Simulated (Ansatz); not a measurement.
Relaxed-ion elastic tensor of Ni (diamond, space group No. 227) in GPa (Voigt order), PBEsol in the plane-wave PAW code Ansatz; density 6.21 g/cm³, 15.69 Å³ per atom.

```tsv
	1	2	3	4	5	6
1	83.1	120	120	0.0	0.0	0.0
2	120	83.1	120	0.0	0.0	0.0
3	120	120	83.1	0.0	0.0	0.0
4	0.0	0.0	0.0	-36.4	0.0	0.0
5	0.0	0.0	0.0	0.0	-36.4	0.0
6	0.0	0.0	0.0	0.0	0.0	-36.4
```

**Question.** Is the crystal mechanically stable?

**Answer.** No: the smallest eigenvalue of C is -37.1 GPa.

Space group Fd-3m (diamond). The start of the workflow was typed in or built on a structure type; neither database checked (COD, Materials Project) lists it. It is not the phase usual at ambient conditions (space group No. 225). The cell was relaxed with PBEsol under the symmetry of its start. At this level the phase is mechanically unstable. Magnetic state: ferromagnetic, chosen from 4 collinear starts compared on coarse meshes (ties went to the first, and starts can fall back to one state), not a proven ground state. As this level gives no gap, shear constants depend on the k-mesh and smearing (Fermi–Dirac, 0.1 eV here). On the denser mesh and wider smearing of the elastic run this cell carries a stress of 0.3 GPa.

Potentials: the later of the program's two PAW sets.
